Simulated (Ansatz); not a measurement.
Geometry optimisation in Ansatz: input, command and trajectory.

```yaml
crystal:
  lattice:
    - [0.0, 5.4700937642, -5.4700937642]
    - [5.4700937642, 5.4700937642, 0.0]
    - [5.4700937642, 0.0, -5.4700937642]
  atoms:
    - { symbol: Si, position: [0.1485956542, 0.1128932752, 0.1379036475], spin: 0.091 }
    - { symbol: Si, position: [0.1464064908, 0.6003269074, 0.1415359927], spin: 0.091 }
    - { symbol: Si, position: [0.6758589604, 0.0991001614, 0.1246098638], spin: 0.091 }
    - { symbol: Si, position: [0.6346477071, 0.6247973831, 0.134267036] }
    - { symbol: Si, position: [0.1239991862, 0.1046190383, 0.6766464035], spin: 0.091 }
    - { symbol: Si, position: [0.1363670098, 0.6247394773, 0.6325884394] }
    - { symbol: Si, position: [0.609979424, 0.1066541857, 0.6078580717] }
    - { symbol: Si, position: [0.6275390229, 0.6356456194, 0.6254518174] }
    - { symbol: Si, position: [0.2627983099, 0.7409218308, 0.2592129365], spin: 0.091 }
    - { symbol: Si, position: [0.2771836419, 0.2254844116, 0.27496676] }
    - { symbol: Si, position: [0.7725752848, 0.7378763763, 0.2531339907], spin: 0.091 }
    - { symbol: Si, position: [0.7668447799, 0.2523408924, 0.2460649091], spin: 0.091 }
    - { symbol: Si, position: [0.2600574589, 0.7390777952, 0.7657955031], spin: 0.091 }
    - { symbol: Si, position: [0.2468307896, 0.2540140463, 0.7674265102], spin: 0.091 }
    - { symbol: Si, position: [0.7634450859, 0.7379482967, 0.7613500577] }
    - { symbol: Si, position: [0.6989171568, 0.2875281076, 0.696518726], spin: 0.091 }
    - { symbol: C, position: [-0.1424208414, 0.1047536376, -0.1438658998], spin: 0.091 }
  host:
    lattice:
      - [0.0, 2.7350468821, 2.7350468821]
      - [2.7350468821, 0.0, 2.7350468821]
      - [2.7350468821, 2.7350468821, 0.0]
    atoms:
      - { symbol: Si, position: [0.75, 0.75, 0.75] }
      - { symbol: Si, position: [0.5, 0.5, 0.5] }
total_charge: 1
basis:
  ecutwfc: 420
  xc_grid: 2
kpoints:
  mp_grid: { grid: [2, 2, 2], shift: [0.0, 0.0, 0.0] }
hamiltonian:
  xc: pbe
scf:
  occupations: { method: gaussian, width: 0.01 }
output:
  forces: true
  stress: false
  eigenvalues: true
  populations: true
  charged_corrections:
    defect_position: [0.0, 0.0, 0.0]
    epsilon: [[12.9823, 0.0, 0.0], [0.0, 12.9823, 0.0], [0.0, 0.0, 12.9823]]
  write_density: true
  write_potential: true
  elf: true
  volumetric_format: npy
magnetization:
  spin_polarized: true
relax:
  adjacent_minimum: "off"
  f_tol: 0.025
  max_steps: 45
```

```bash
ansatz run input.yaml --threads 4 --pin off --max-ram 8192MiB --backend cpu --events-out ev --progress --plain --runs-dir out
```

Theory: DFT PBE, scalar-relativistic, plane waves, PAW (Ansatz).

The cell holds a point defect: C interstitial, charge +1.

Of 8 frames 8 are shown, positions in Å and forces in eV/Å; the SCF threshold varies from step to step.

```xyz
17
Lattice="0.0000 5.4701 -5.4701 5.4701 5.4701 0.0000 5.4701 0.0000 -5.4701" Properties=species:S:1:pos:R:3:forces:R:3 pbc="T T T" step=1 free_energy_over_end_meV_per_atom=15.07
Si    1.3719    1.4304   -1.5672    0.4417   -0.2364    0.0755
Si    4.0581    4.0847   -1.5751   -0.0529    0.0757   -0.0034
Si    1.2237    4.2391   -4.3786    0.5181   -0.2167    0.0781
Si    4.1522    6.8893   -4.2060   -0.1607   -0.1426    0.1614
Si    4.2736    1.2506   -4.3796   -0.7001    0.2917    0.0138
Si    6.8777    4.1633   -4.2063   -0.0507    0.0254    0.2243
Si    3.9084    3.9201   -6.6617    0.1108    0.0299   -0.0740
Si    6.8983    6.9097   -6.8540   -0.0425    0.2470    0.0989
Si    5.4708    5.4904   -2.8554    0.0236   -0.0270    0.0469
Si    2.7375    2.7496   -3.0203   -0.0296   -0.0553    0.3492
Si    5.4209    8.2623   -5.6107   -0.1612   -0.3095   -0.5746
Si    2.7263    5.5750   -5.5407   -0.2073    0.4732   -0.4277
Si    8.2318    5.4654   -5.6115    0.0694   -0.2606   -0.3236
Si    5.5874    2.7397   -5.5481    0.1442    0.1710   -0.3029
Si    8.2013    8.2128   -8.3408   -0.0402   -0.0505    0.0288
Si    5.3828    5.3959   -7.6332   -0.1183   -0.1223    0.9499
C    -0.2139   -0.2060    1.5660    0.2559    0.1072   -0.3204
17
Lattice="0.0000 5.4701 -5.4701 5.4701 5.4701 0.0000 5.4701 0.0000 -5.4701" Properties=species:S:1:pos:R:3:forces:R:3 pbc="T T T" step=2 free_energy_over_end_meV_per_atom=4.32
Si    1.3889    1.4101   -1.5758    0.1562    0.0619    0.0753
Si    4.0589    4.0856   -1.5830    0.0054    0.0081    0.0769
Si    1.2499    4.2316   -4.3917    0.2566   -0.2183    0.1315
Si    4.1326    6.8744   -4.1997    0.0080   -0.0270    0.0676
Si    4.2308    1.2571   -4.3892   -0.3298    0.2535    0.1058
Si    6.8623    4.1480   -4.1971   -0.0496    0.0228    0.0671
Si    3.8993    3.9150   -6.6667   -0.0015   -0.0823   -0.0935
Si    6.8996    6.9197   -6.8316    0.1371    0.2462    0.1361
Si    5.4692    5.4866   -2.8541   -0.0425   -0.0668   -0.0415
Si    2.7333    2.7458   -2.9898   -0.0347   -0.0652   -0.1569
Si    5.4007    8.2478   -5.6285   -0.1595   -0.1088   -0.2702
Si    2.7203    5.5974   -5.5796   -0.0577    0.1439   -0.1897
Si    8.2194    5.4293   -5.6305    0.0052   -0.2085   -0.1915
Si    5.5871    2.7323   -5.5767    0.0752    0.0430   -0.1817
Si    8.1888    8.2015   -8.3353   -0.0441   -0.0362    0.0322
Si    5.3817    5.3984   -7.5832   -0.1230   -0.1331    0.4214
C    -0.1141   -0.1084    1.5894    0.1987    0.1665    0.0110
17
Lattice="0.0000 5.4701 -5.4701 5.4701 5.4701 0.0000 5.4701 0.0000 -5.4701" Properties=species:S:1:pos:R:3:forces:R:3 pbc="T T T" step=3 free_energy_over_end_meV_per_atom=2.79
Si    1.4083    1.4138   -1.5938   -0.2154    0.0013   -0.0815
Si    4.0478    4.0685   -1.6058    0.0558    0.0037   -0.0813
Si    1.2635    4.2149   -4.3837   -0.2552    0.2787   -0.0771
Si    4.1178    6.8574   -4.2009   -0.0159   -0.0029   -0.0954
Si    4.1967    1.2692   -4.3811    0.3843   -0.2390   -0.0757
Si    6.8411    4.1352   -4.1986   -0.0156   -0.0449   -0.1110
Si    3.8776    3.8919   -6.6837    0.0074    0.0391   -0.1063
Si    6.9217    6.9460   -6.7816    0.0552   -0.0416    0.0554
Si    5.4626    5.4779   -2.8554    0.0214    0.0449   -0.0416
Si    2.7262    2.7346   -3.0207    0.0164    0.0443   -0.0987
Si    5.3674    8.2418   -5.6491    0.1010    0.0673    0.2577
Si    2.7070    5.6037   -5.6186    0.1250   -0.1902    0.2344
Si    8.2226    5.3834   -5.6486   -0.0045    0.1533    0.2169
Si    5.5822    2.7246   -5.6120   -0.0746   -0.0101    0.1502
Si    8.1668    8.1832   -8.3430   -0.0159   -0.0185   -0.0541
Si    5.3835    5.4023   -7.4975    0.1128    0.1033   -0.4375
C     0.0162    0.0237    1.6509   -0.2822   -0.1886    0.3453
17
Lattice="0.0000 5.4701 -5.4701 5.4701 5.4701 0.0000 5.4701 0.0000 -5.4701" Properties=species:S:1:pos:R:3:forces:R:3 pbc="T T T" step=4 free_energy_over_end_meV_per_atom=2.27
Si    1.3981    1.3902   -1.6298    0.1652    0.0339   -0.0064
Si    4.0588    4.0458   -1.6453   -0.0535   -0.0384   -0.0132
Si    1.1915    4.2561   -4.3582    0.0982   -0.0922    0.2110
Si    4.1117    6.8285   -4.2310   -0.0798    0.0135    0.0456
Si    4.2371    1.2188   -4.4302   -0.2860    0.2335    0.3008
Si    6.8422    4.0977   -4.2284   -0.0086   -0.0152   -0.0032
Si    3.9161    3.9246   -6.7043    0.0163   -0.0467   -0.0584
Si    7.0033    7.0135   -6.7135    0.0394   -0.0347   -0.0465
Si    5.4695    5.4581   -2.9001   -0.0230   -0.0183    0.0674
Si    2.7268    2.7167   -3.0730   -0.0225   -0.0226   -0.0783
Si    5.3624    8.2507   -5.6215   -0.0422    0.0704   -0.0479
Si    2.6820    5.5608   -5.6052   -0.1301    0.1254   -0.0609
Si    8.2349    5.3521   -5.6491    0.0194   -0.0037   -0.0685
Si    5.5787    2.6976   -5.6378    0.0195   -0.0093   -0.0362
Si    8.2052    8.1955   -8.3576    0.0304    0.0122    0.0293
Si    5.3542    5.5753   -7.4014    0.0504   -0.1798   -0.3028
C    -0.0637   -0.0096    1.7633    0.2069   -0.0284    0.0684
17
Lattice="0.0000 5.4701 -5.4701 5.4701 5.4701 0.0000 5.4701 0.0000 -5.4701" Properties=species:S:1:pos:R:3:forces:R:3 pbc="T T T" step=5 free_energy_over_end_meV_per_atom=1.28
Si    1.3976    1.4143   -1.6267   -0.1583   -0.0717    0.0862
Si    4.0383    4.0586   -1.6291    0.0850    0.1130    0.0947
Si    1.2238    4.2329   -4.3656   -0.1207    0.1007   -0.2408
Si    4.0983    6.8350   -4.2288    0.0111    0.0142    0.0414
Si    4.1960    1.2588   -4.3383    0.2259   -0.2088   -0.3329
Si    6.8269    4.1092   -4.2264   -0.0138    0.0036   -0.0004
Si    3.9110    3.9234   -6.7103    0.0237    0.0875   -0.0167
Si    6.9838    6.9952   -6.7401   -0.0660    0.0152    0.0171
Si    5.4573    5.4680   -2.8798    0.0104   -0.0075   -0.0798
Si    2.7089    2.7436   -3.0647   -0.0323    0.0557    0.2848
Si    5.3577    8.2503   -5.6313    0.0156   -0.0603   -0.0213
Si    2.6746    5.5776   -5.6218    0.0961   -0.0295   -0.0112
Si    8.2399    5.3841   -5.6232   -0.0430   -0.0782    0.0207
Si    5.5514    2.6857   -5.6130    0.0821    0.0606    0.0217
Si    8.1964    8.2041   -8.3567   -0.0453   -0.0249   -0.0551
Si    5.4709    5.4282   -7.4701   -0.0358    0.0412    0.2465
C    -0.0239    0.0032    1.7027   -0.0347   -0.0104   -0.0549
17
Lattice="0.0000 5.4701 -5.4701 5.4701 5.4701 0.0000 5.4701 0.0000 -5.4701" Properties=species:S:1:pos:R:3:forces:R:3 pbc="T T T" step=6 free_energy_over_end_meV_per_atom=0.05
Si    1.3868    1.4044   -1.6197    0.0328    0.0219   -0.0047
Si    4.0503    4.0674   -1.6220   -0.0225   -0.0257   -0.0100
Si    1.2216    4.2354   -4.3779    0.0170   -0.0095   -0.0044
Si    4.0955    6.8379   -4.2241   -0.0059   -0.0039   -0.0172
Si    4.2154    1.2424   -4.3724   -0.0024    0.0105   -0.0054
Si    6.8264    4.1074   -4.2219   -0.0055   -0.0008   -0.0240
Si    3.9123    3.9249   -6.7179    0.0197    0.0257   -0.0084
Si    6.9847    6.9975   -6.7297   -0.0251   -0.0193    0.0026
Si    5.4571    5.4689   -2.8900   -0.0091    0.0095    0.0416
Si    2.7152    2.7395   -3.0455    0.0042   -0.0142    0.0297
Si    5.3554    8.2446   -5.6293    0.0234    0.0273    0.0018
Si    2.6847    5.5760   -5.6238   -0.0177   -0.0219   -0.0104
Si    8.2317    5.3715   -5.6248    0.0222    0.0197   -0.0055
Si    5.5608    2.6984   -5.6195   -0.0251   -0.0125   -0.0145
Si    8.1871    8.1986   -8.3570    0.0134    0.0013    0.0259
Si    5.4457    5.4608   -7.4570   -0.0093   -0.0122   -0.0165
C    -0.0217   -0.0033    1.7095   -0.0086    0.0032    0.0208
17
Lattice="0.0000 5.4701 -5.4701 5.4701 5.4701 0.0000 5.4701 0.0000 -5.4701" Properties=species:S:1:pos:R:3:forces:R:3 pbc="T T T" step=7 free_energy_over_end_meV_per_atom=0.05
Si    1.3868    1.4044   -1.6197    0.0329    0.0222   -0.0044
Si    4.0503    4.0674   -1.6220   -0.0228   -0.0258   -0.0096
Si    1.2216    4.2354   -4.3779    0.0156   -0.0082   -0.0037
Si    4.0955    6.8379   -4.2241   -0.0058   -0.0041   -0.0174
Si    4.2154    1.2424   -4.3724   -0.0007    0.0088   -0.0053
Si    6.8264    4.1074   -4.2219   -0.0055   -0.0010   -0.0240
Si    3.9123    3.9249   -6.7179    0.0196    0.0264   -0.0082
Si    6.9847    6.9975   -6.7297   -0.0256   -0.0188    0.0028
Si    5.4571    5.4689   -2.8900   -0.0092    0.0096    0.0419
Si    2.7152    2.7395   -3.0455    0.0039   -0.0141    0.0302
Si    5.3554    8.2446   -5.6293    0.0233    0.0276    0.0014
Si    2.6847    5.5760   -5.6238   -0.0179   -0.0218   -0.0109
Si    8.2317    5.3715   -5.6248    0.0229    0.0193   -0.0058
Si    5.5608    2.6984   -5.6195   -0.0246   -0.0131   -0.0149
Si    8.1871    8.1986   -8.3570    0.0131    0.0013    0.0258
Si    5.4457    5.4608   -7.4570   -0.0101   -0.0116   -0.0191
C    -0.0217   -0.0033    1.7095   -0.0092    0.0034    0.0211
17
Lattice="0.0000 5.4701 -5.4701 5.4701 5.4701 0.0000 5.4701 0.0000 -5.4701" Properties=species:S:1:pos:R:3:forces:R:3 pbc="T T T" step=8 free_energy_over_end_meV_per_atom=0.00
Si    1.3917    1.4078   -1.6185    0.0059    0.0041   -0.0002
Si    4.0520    4.0681   -1.6167   -0.0027   -0.0041   -0.0012
Si    1.2331    4.2400   -4.3746    0.0082    0.0049    0.0076
Si    4.1016    6.8431   -4.2245    0.0005    0.0065    0.0030
Si    4.2236    1.2493   -4.3742    0.0053    0.0063    0.0069
Si    6.8287    4.1160   -4.2237    0.0079   -0.0001    0.0011
Si    3.8962    3.9114   -6.7174    0.0075    0.0066   -0.0022
Si    6.9657    6.9814   -6.7372    0.0100    0.0082    0.0079
Si    5.4578    5.4722   -2.8840   -0.0071   -0.0017   -0.0016
Si    2.7229    2.7389   -3.0413    0.0005    0.0042    0.0029
Si    5.3652    8.2546   -5.6245    0.0036   -0.0112   -0.0140
Si    2.6919    5.5800   -5.6255   -0.0020   -0.0005    0.0069
Si    8.2387    5.3809   -5.6240   -0.0115    0.0038   -0.0150
Si    5.5644    2.7073   -5.6245    0.0000   -0.0006    0.0034
Si    8.1744    8.1884   -8.3586   -0.0201   -0.0178   -0.0044
Si    5.4270    5.4426   -7.4603   -0.0048   -0.0045   -0.0121
C    -0.0259   -0.0097    1.7062   -0.0010   -0.0041    0.0110
```

It took 56 s on 4 threads of Arm Neoverse V1, with other jobs on the host, peak memory 0.93 GiB.